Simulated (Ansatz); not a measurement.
The cell below belongs to a search over invented structures; it isn't taken from experiment.

Input and command of a plane-wave DFT calculation in Ansatz:

```yaml
crystal:
  lattice:
    - [4.51670896, 0.0, 0.0]
    - [0.0, 4.51670896, 0.0]
    - [0.0, 0.0, 7.3679241]
  atoms:
    - { symbol: In, position: [0.5, 0.5, 0.0] }
    - { symbol: Sb, position: [0.0, 0.5, 0.0] }
    - { symbol: Sb, position: [0.5, 0.0, 0.0] }
    - { symbol: As, position: [0.0, 0.5, 0.5] }
    - { symbol: As, position: [0.5, 0.0, 0.5] }
    - { symbol: As, position: [0.5, 0.5, 0.5] }
basis:
  ecutwfc: 420
kpoints:
  mp_grid: { grid: [4, 4, 2] }
hamiltonian:
  xc: pbe
scf:
  occupations: { method: gaussian, width: 0.2 }
  lower_state_search: "off"
output:
  forces: true
  stress: true
  eigenvalues: true
relax:
  adjacent_minimum: "off"
  f_tol: 0.08
  max_steps: 16
  cell: { stress_tol: 0.8 }
```

```bash
ansatz run input.yaml --threads 1 --pin off --max-ram 2560MiB --backend cpu --events-out ev --progress --plain --runs-dir out
```

Processor: Intel(R) Xeon(R) Platinum 8488C (Sapphire Rapids), 1 thread, on a host shared with other jobs.

Problem. How long does it run, and how much memory does it take?

Solution. About 94 s, peak memory 0.56 GiB. It solves 53 bands at 12 k points (after reduction by symmetry) with about 3701 plane waves (on the last cell), in 100 SCF iterations over 16 ionic steps.
